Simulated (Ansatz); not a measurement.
Consider the following.

Ga₂Cu:
```
CELL_PARAMETERS angstrom
      2.79452     0.00000     0.00000
      0.00000     2.79452     0.00000
      0.00000     0.00000     5.76866
ATOMIC_POSITIONS crystal
  Ga 0.50000 0.50000 0.28403
  Ga 0.50000 0.50000 0.71597
  Cu 0.00000 0.00000 0.00000
```

This is the PBEsol-relaxed structure.

All from plane-wave PAW PBEsol (Ansatz code), unless another level is named. Estimate the density of states at the Fermi level.

0.25 states/eV per atom (mean over ±0.08 eV).

And the formation energy from the elements (no fitted shifts)?

-0.10 eV/atom.

Predict the gap with spin–orbit coupling.

none (metallic).

Space group P4/mmm. The workflow started from a Materials Project entry (that database holds measured and hypothetical structures alike); the Crystallography Open Database files this formula in space group No. 123, but the cells were not matched. Whether it is the stable phase at ambient conditions was not checked. The PBEsol relaxation kept the symmetry of its start; of distortions, only those at the zone centre were tested. The run is not spin-polarised. The references are the lowest solids computed at this level, not always the standard phases. Spin–orbit coupling is left out wherever it is not named.

Potentials: the later of the program's two PAW sets.
